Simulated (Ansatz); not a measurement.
CdO (rock salt)

```yaml
crystal:
  lattice:
    - [0.00000, 2.34515, 2.34515]
    - [2.34515, 0.00000, 2.34515]
    - [2.34515, 2.34515, 0.00000]
  atoms:
    - { symbol: O, position: [0.00000, 0.00000, 0.00000] }
    - { symbol: Cd, position: [0.50000, 0.50000, 0.50000] }
```

The slice is a {110} plane (indices of the conventional cell) through the point (0.500, 0.500, 0.500) (fractional), spanned by u = [100] and v = [1 -1 -1] in vectors of this cell: u (3.32 Å) and v (4.69 Å, at 90° to u). It covers one period; positions are fractions (u, v).

The numbers are results of PBEsol (plane waves to 420 eV, PAW, scalar-relativistic; Ansatz, an electronic-structure program), not measurements. k mesh 12×12×12. These are valence fields of a PAW run, semicore shells included where kept as valence: close to a nucleus they are smooth pseudo fields. CdO was relaxed with its symmetry unable to fall.

Three fields on this plane, each scaled to ten steps between its own extremes (0 low, 9 high; the total valence density on a logarithmic scale, the potential cut 8 eV below its top; x marks points blanked near nuclei; v = 0 in the bottom row):

Map A
```
|xxxxxx210012xxxxx|
|xxxxx31100113xxxx|
|xxxxx21000012xxxx|
|xxxx3110000113xxx|
|xx22110000001122x|
|11111100000011111|
|xx64310000001346x|
|xxxx8410000148xxx|
|xxxxx72100127xxxx|
|xxxxx94100149xxxx|
|xxxxxx410014xxxxx|
|xxxxxx510015xxxxx|
|xxxxxx410014xxxxx|
|xxxxx94100149xxxx|
|xxxxx72100127xxxx|
|xxxx8410000148xxx|
|xx64310000001346x|
|11111100000011111|
|xx22110000001122x|
|xxxx3110000113xxx|
|xxxxx21000012xxxx|
|xxxxx31100113xxxx|
|xxxxxx210012xxxxx|
|xxxxxx210012xxxxx|
```

Map B
```
|xxxxxx378873xxxxx|
|xxxxx04788740xxxx|
|xxxxx16888861xxxx|
|xxxx0478998740xxx|
|xx02578999987520x|
|34567899999987654|
|xx78999999999987x|
|xxxx9999999999xxx|
|xxxxx99999999xxxx|
|xxxxx99988999xxxx|
|xxxxxx998899xxxxx|
|xxxxxx998899xxxxx|
|xxxxxx998899xxxxx|
|xxxxx99988999xxxx|
|xxxxx99999999xxxx|
|xxxx9999999999xxx|
|xx78999999999987x|
|34567899999987654|
|xx02578999987520x|
|xxxx0478998740xxx|
|xxxxx16888861xxxx|
|xxxxx04788740xxxx|
|xxxxxx378873xxxxx|
|xxxxxx368863xxxxx|
```

Map C
```
|xxxxxx643346xxxxx|
|xxxxx96322369xxxx|
|xxxxx74211247xxxx|
|xxxx8531001358xxx|
|xx98532000023589x|
|98764310000134678|
|xx86531000013568x|
|xxxx6421001246xxx|
|xxxxx63211236xxxx|
|xxxxx75322357xxxx|
|xxxxxx533335xxxxx|
|xxxxxx643346xxxxx|
|xxxxxx533335xxxxx|
|xxxxx75322357xxxx|
|xxxxx63211236xxxx|
|xxxx6421001246xxx|
|xx86531000013568x|
|98764310000134678|
|xx98532000023589x|
|xxxx8531001358xxx|
|xxxxx74211247xxxx|
|xxxxx96322369xxxx|
|xxxxxx643346xxxxx|
|xxxxxx743347xxxxx|
```

Task: Assign the maps to these fields: electron localisation function (ELF); valence electron density; electrostatic potential energy of an electron, from the cell's mean.

Result: A is the electron localisation function (ELF); B is the electrostatic potential energy of an electron, from the cell's mean; C is the valence electron density.
